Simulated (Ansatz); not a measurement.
YCoC in space group P4_2/mmc (No. 131; Y on 2e, Co on 2b, C on 2c), plane-wave PAW PBE (Ansatz code), all energies at zero smearing, with the estimated change up to a 700 eV cutoff added, with one set of potentials and settings (totals compare only within such a set). Cell of 6 atoms (2 Y, 2 Co, 2 C): -18453.546 eV.

```csv
element,reference phase,E (eV/atom)
Y,"P6_3/mmc, 2 atoms in the cell",-3848.6668
Co,"P6_3/mmc, 2 atoms in the cell, spin-polarised",-5126.1559
C,"P6_3/mmc, 4 atoms in the cell",-250.9479
```

Formation energy per atom, worked out: (-18453.546 − 2×(-3848.6668) − 2×(-5126.1559) − 2×(-250.9479))/6 = -0.334 eV/atom (-32 kJ per mol of atoms), at 0 K, without zero-point energy or fitted corrections.

The first step of the workflow began from a Materials Project structure, measured or hypothetical; the Crystallography Open Database copy checked does not list it. Whether it is the stable phase at ambient conditions was not checked. The PBE relaxation kept the symmetry of its start; whether a distortion lowers the energy is not shown. Spin order of the final state: ferromagnetic, chosen from 4 collinear starts compared on coarse meshes (ties went to the first, and starts can fall back to one state), not a proven ground state. The references are the lowest solids computed at this level, not always the standard phases.

Potentials: the later of the program's two PAW sets.
